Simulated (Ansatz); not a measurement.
LiH:
```yaml
crystal:
  lattice:
    - [0.00000, 2.00340, 2.00340]
    - [2.00340, 0.00000, 2.00340]
    - [2.00340, 2.00340, 0.00000]
  atoms:
    - { symbol: Li, position: [0.00000, 0.00000, 0.00000] }
    - { symbol: H, position: [0.50000, 0.50000, 0.50000] }
```

Relaxed with PBE. Special points in fractions of this cell's reciprocal vectors: Γ (0.000, 0.000, 0.000); X (0.500, 0.000, 0.500); U (0.625, 0.250, 0.625); K (0.375, 0.375, 0.750); L (0.500, 0.500, 0.500); W (0.500, 0.250, 0.750).

### Question
List the band energies nearest the valence-band maximum at these points for the program Ansatz at the PBE level (PAW).

### Answer
In eV from the valence-band maximum; about four levels below and three above (degenerate sets whole), none deeper than 8.9 eV; … stands for higher levels left out; points with the same levels are listed once.

| k | below | above |
|---|---|---|
| Γ | -5.45 | 16.11 … |
| X | 0.00 | 2.98 … |
| U | -0.51 | 4.13 … |
| L | -2.63 | 4.91 … |
| W | -0.23 | … |

Space group Fm-3m (rock salt). The PBE relaxation kept the symmetry of its start; phonons on a q-mesh show no instability.

Potentials: the later of the program's two PAW sets.
